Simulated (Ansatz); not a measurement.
input.yaml (Ansatz)

```yaml
crystal:
  lattice:
    - [-3.0221368571, 2.9871693482, 1.6326664245]
    - [2.9871693482, -3.0221368571, 1.6326664245]
    - [3.0905581599, 3.0905581599, -1.6967094811]
  atoms:
    - { symbol: Pb, position: [0.9984899846, 0.0015100154, 1.0] }
    - { symbol: Pb, position: [0.7515100154, 0.2484899846, 0.5] }
hamiltonian:
  xc: lda
  pseudopotentials:
    kind: paw_fr
    azcp:
      Pb: "pseudopotentials/Pb.paw.azcp"
basis:
  ecutwfc: 420
  fft_grid_basis: typed
kpoints:
  mp_grid: { grid: [11, 11, 7], shift: [0, 0, 0] }
magnetization:
  noncollinear: true
  spin_orbit: true
scf:
  occupations: { method: fermi_dirac, width: 0.1 }
```

Output

```
Warning: the record states the generating functional pbe (its physics header spells it `PBE`), which answers neither for hamiltonian.xc's functional nor for the lda family's — results may be inconsistent (PPs are generated against a specific XC)
Engine: ansatz 0.2.0, aarch64-unknown-linux-gnu
Pseudopotentials: kind: paw_fr
Pseudopotential: Pb, paw_fr, valence charge 14, recommended cutoff 420 eV (normal) 
Functional definition: SPW92
  exchange = slater_x
  correlation = pw_c
non-collinear run that drives no moment, with spin-orbit: no starting moment large enough to seed its density (crystal.atoms[].spin), no starting occupations that ask for one, no magnetisation constraint and no magnetic field, so the semilocal B_xc is pinned to zero
Crystal: 2 atoms, lattice volume = 60.288 Å³
Basis set: ecut = 420 eV, 1179 PW (Γ)
Bands: 36, of which v1, the nominal top of the filled ones, is band 28 counted from 1 (27 counted from 0)
Symmetry: 4 space group operations + 4 with time reversal
Magnetic group: BNS 15.86 (UNI 93), of the structure as read, at distance tolerance 3.9e-5 Å
k-points: 234 of 847
Projection manifold: j_resolved (fully-relativistic pseudo-atomic orbitals)
Non-local potential: Pb, projectors of the file, l = 0: 2, l = 1: 4, l = 2: 4, l = 3: 4
PAW form: soft (Blöchl's): semilocal exchange-correlation on the pseudo side does not see the compensation charge
PAW frozen core: Pb, regenerated for the run's functional, and the local potential with it (the file was generated under x = pbe(κ = 0.804, μ = 0.2195149727645171), c = pbe(β = 0.06672455060314922))
PAW one-centre angular grid: Pb, 590 points (default); XC on 64 Gauss nodes
Initial density: superposition of atomic densities (chi_scale 0.1, normalization cell)
Initial wavefunctions: pseudopotential atomic-orbital guess
Functional: x = slater, c = lda
SCF iter   1: F=—  HF=-23278.362435 eV  |F-HF|=—  |Δ(HF+E_count)|=         —  Δρ=1.16e-2  dr2=7.91e-2  dr2_m=0.00e0 (ungated)  ethr=3.10e-3  |M|=0.00e0 ∫|m|=0.00e0 μB  |m|>n=0.0e0 m-floor=0.0e0 τ_xc=0.0e0  β_m=0.30  ⟨swp⟩=9.8  Hψ=25331  notcnv=0  defer=18
spin=Noncollinear: Kerker preconditioning applied to the charge; magnetization (m_x, m_y, m_z) channels mix plain (no charge-response kernel on spin).
SCF iter   2: F=—  HF=-23278.343680 eV  |F-HF|=—  |Δ(HF+E_count)|=   1.88e-2  Δρ=8.23e-3  dr2=3.91e-2  dr2_m=0.00e0 (ungated)  ethr=2.83e-4  |M|=0.00e0 ∫|m|=0.00e0 μB  |m|>n=0.0e0 m-floor=0.0e0 τ_xc=0.0e0  β_m=0.62  ⟨swp⟩=1.4  Hψ=5338  notcnv=0  defer=94
SCF iter   3: F=—  HF=-23278.334810 eV  |F-HF|=—  |Δ(HF+E_count)|=   8.87e-3  Δρ=2.28e-3  dr2=2.18e-3  dr2_m=0.00e0 (ungated)  ethr=1.40e-4  |M|=0.00e0 ∫|m|=0.00e0 μB  |m|>n=0.0e0 m-floor=0.0e0 τ_xc=0.0e0  β_m=0.81  ⟨swp⟩=2.0  Hψ=8167  notcnv=0  defer=94
SCF iter   4: F=—  HF=-23278.334896 eV  |F-HF|=—  |Δ(HF+E_count)|=   8.62e-5  Δρ=4.49e-4  dr2=1.11e-4  dr2_m=0.00e0 (ungated)  ethr=7.80e-6  |M|=0.00e0 ∫|m|=0.00e0 μB  |m|>n=0.0e0 m-floor=0.0e0 τ_xc=0.0e0  β_m=0.88  ⟨swp⟩=2.6  Hψ=6667  notcnv=0  defer=94
SCF iter   5: F=—  HF=-23278.334905 eV  |F-HF|=—  |Δ(HF+E_count)|=   9.59e-6  Δρ=1.66e-4  dr2=2.09e-5  dr2_m=0.00e0 (ungated)  ethr=3.95e-7  |M|=0.00e0 ∫|m|=0.00e0 μB  |m|>n=0.0e0 m-floor=0.0e0 τ_xc=0.0e0  β_m=0.94  ⟨swp⟩=2.4  Hψ=5713  notcnv=0  defer=94
SCF iter   6: F=—  HF=-23278.334880 eV  |F-HF|=—  |Δ(HF+E_count)|=   2.53e-5  Δρ=2.75e-5  dr2=7.61e-7  dr2_m=0.00e0 (ungated)  ethr=7.46e-8  |M|=0.00e0 ∫|m|=0.00e0 μB  |m|>n=0.0e0 m-floor=0.0e0 τ_xc=0.0e0  β_m=0.97  ⟨swp⟩=1.3  Hψ=4240  notcnv=0  defer=96
SCF iter   7: F=-23278.334880 eV  HF=-23278.334880 eV  |F-HF|=1.63e-8  |Δ(HF+E_count)|=   3.12e-8  Δρ=6.79e-6  dr2=3.33e-8  dr2_m=0.00e0 (ungated)  ethr=3.57e-10  |M|=0.00e0 ∫|m|=0.00e0 μB  |m|>n=0.0e0 m-floor=0.0e0 τ_xc=0.0e0  ⟨swp⟩=3.4  Hψ=9532  notcnv=0
SCF 1 converged in 7 iterations: F = -23278.334880 eV  dr2 = 3.33e-8
SCF converged after 7 iterations
Magnetization: |M| = 0.0000 μB,  M = (+0.0000, +0.0000, +0.0000) μB
Absolute magnetization: 0.0000 μB (∫|m|)
  site 0: m = (+0.0000, +0.0000, +0.0000) μB, |m| = 0.0000 μB  (R = 1.30 Å)
  site 1: m = (+0.0000, +0.0000, +0.0000) μB, |m| = 0.0000 μB  (R = 1.30 Å)
Free energy (F): -23278.334880 eV
Harris-Foulkes:  -23278.334880 eV  (|F-HF|=1.63e-8)
Internal energy: -23278.294922 eV  (E = F + TS)
E sigma→0 (E₀):  -23278.314901 eV
Entropy (-TS):   -0.039958 eV (-19.979 meV/atom)
Fermi energy:    10.411653 eV
--- Per-component energies (eV) ---
  E_band       = -80.365006
  E_kinetic    = 583.751945
  E_local      = -2088.173598  (includes V_loc(G=0)·N_el)
  E_nonlocal   = 709.618866
  E_hartree    = 830.932096
  E_xc         = -438.821993
  E_vxc        = -268.017082  (∫ρ·V_xc dr)
  E_paw        = -20283.501343  (= ΣΔE_a)
  E_vpaw       = -679.401833  (= ΣTr[D̂ρ^β])
  E_aug_tail   = 0.000089  (compensation charges beyond the density's cutoff)
  E_ewald      = -2592.008722
  E_core_change = -0.092262  (= ΣΔE_core)
  E_smearing   = -0.039958  (= −TS)
  E_closure    = 0.000000  (closes the sum)
  Σ components = -23278.334880   (vs F -23278.334880, Δ=0.00e0)
```
